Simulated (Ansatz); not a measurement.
Method: r2SCAN, no spin polarisation; PAW, plane waves to 500 eV, 5×6×6 Γ-centred mesh, methfessel-paxton occupations (width 0.0342 eV) (Ansatz 0.2.0), atoms fixed.

Computed maps in the lattice plane spanned by a (left to right, 5.47 Å, 17 points from zero) and b (bottom to top, 5.47 Å, 17 points from zero), 90° apart, at height 0.815 along c. The fields are smooth PAW ones with compensation charges, not the true ones near nuclei.

Valence density. Digits on a logarithmic scale: 0 up to 0.03 e/Å³, each further digit a factor of 1.6, 9 from 1.3 e/Å³ up:
```
99853479999754689
99954579999743589
99766679999632479
77789977776410246
45799996543100023
35899996432000012
56799986554200134
88778777987421357
99865579999632489
99953479999743599
99852369999755689
98631257998777778
65310024566899976
32100002346999975
43200013446999975
76420135777799877
99742358999766679
```

Q: The cell is GaH3NF3. Which atoms lie within 0.2 Å of this plane, and where (fractions of a and b)?

A: F at (0.50, 0.41), F at (0.50, 0.91), Ga at (0.75, 0.15), Ga at (0.25, 0.65), F at (0.00, 0.39), F at (0.00, 0.89). The whole cell:
```yaml
crystal:
  lattice:
    - [-5.47163, 0.00000, 0.00000]
    - [0.00000, -5.47163, 0.00000]
    - [0.00000, 2.73582, 4.95622]
  atoms:
    - { symbol: N, position: [0.76900, 0.34000, 0.18000] }
    - { symbol: N, position: [0.23100, 0.84000, 0.18000] }
    - { symbol: F, position: [0.72370, 0.95800, 0.41600] }
    - { symbol: F, position: [0.27630, 0.45800, 0.41600] }
    - { symbol: F, position: [0.50000, 0.40760, 0.81520] }
    - { symbol: F, position: [0.50000, 0.90760, 0.81520] }
    - { symbol: H, position: [0.71729, 0.54550, 0.27016] }
    - { symbol: H, position: [0.28271, 0.72465, 0.27016] }
    - { symbol: H, position: [0.28271, 0.04550, 0.27016] }
    - { symbol: H, position: [0.71729, 0.22465, 0.27016] }
    - { symbol: Ga, position: [0.74950, 0.15320, 0.80640] }
    - { symbol: Ga, position: [0.25050, 0.65320, 0.80640] }
    - { symbol: H, position: [0.93500, 0.36700, 0.23400] }
    - { symbol: H, position: [0.06500, 0.86700, 0.23400] }
    - { symbol: F, position: [0.00000, 0.38780, 0.77560] }
    - { symbol: F, position: [0.00000, 0.88780, 0.77560] }
```

Origin: a database entry at a rescaled volume. Caveats: forces this large suggest misplaced atoms in the database entry; atoms or cell far from equilibrium.
